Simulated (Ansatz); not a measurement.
SiGe:
```
CELL_PARAMETERS angstrom
      1.98126     1.14388     6.46133
     -1.98126     1.14388     6.46133
      0.00000    -2.28777     6.46133
ATOMIC_POSITIONS crystal
  Si 0.93909 0.93909 0.93909
  Si 0.06091 0.06091 0.06091
  Ge 0.43573 0.43573 0.43573
  Ge 0.56427 0.56427 0.56427
```

This is the PBE-relaxed structure. x, y and z are the axes in which the lattice vectors are written.

**Question.** All from DFT-PBE in the program Ansatz with PAW potentials, unless another level is named. Predict the hole effective mass, band 1 of 2 at the edge.

**Answer.** 0.36 along x, 0.60 along z (mₑ).

**Question.** Give the electron effective mass.

**Answer.** 0.11, 0.16, 0.59 mₑ (principal values).

**Question.** And the conduction-band minimum?

**Answer.** at F (3 equivalent valleys).

Space group R-3m. The start of the workflow was typed in or built on a structure type; neither database checked (COD, Materials Project) lists it. Its standing as an ambient phase is unchecked. The cell was relaxed with PBE under the symmetry of its start; whether a distortion lowers the energy is not shown. Spin–orbit coupling is left out wherever it is not named.

Potentials: the earlier of the program's two PAW sets.

Edges and masses are those of Kohn–Sham bands, whose gap is no quasiparticle gap.
